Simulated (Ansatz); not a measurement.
BN:
```cif
data_B2N2
_chemical_formula_sum 'B2 N2'
_space_group_name_H-M_alt 'P63/mmc'
_space_group_IT_number 194
_space_group_name_Hall '-P 6c 2c'
_cell_length_a 2.49881
_cell_length_b 2.49881
_cell_length_c 6.60091
_cell_angle_alpha 90.000
_cell_angle_beta 90.000
_cell_angle_gamma 120.000
loop_
_atom_site_label
_atom_site_type_symbol
_atom_site_symmetry_multiplicity
_atom_site_Wyckoff_symbol
_atom_site_fract_x
_atom_site_fract_y
_atom_site_fract_z
_atom_site_occupancy
B1 B 2 c 0.33333 0.66667 0.25000 1
N1 N 2 d 0.66667 0.33333 0.25000 1
```

Relaxed at zero pressure with DFT-r²SCAN+D4 in the program Ansatz with PAW potentials.

Q: The volume is lowered by 9 % and shape and atoms relax at that volume. What pressure results, and how do the axes share the change?

A: 4.7 GPa; a -0.4 %, b -0.4 %, c -8.3 %; the energy rises by 10 meV/atom.

Q: Give the new structure.

A: 
Space group P6₃/mmc (No. 194); a = b = 2.490 Å, c = 6.051 Å, α = β = 90.00°, γ = 120.00°

```csv
atom,site,symmetry,x,y,z
B,2c,-6m2,0.3333,0.6667,0.2500
N,2d,-6m2,0.6667,0.3333,0.2500
```

The phase is kept; no other phase was compared at this pressure.

Space group P6_3/mmc. The r²SCAN+D4 relaxation kept the symmetry of its start; phonons on a q-mesh show no instability.

Potentials: the later of the program's two PAW sets.
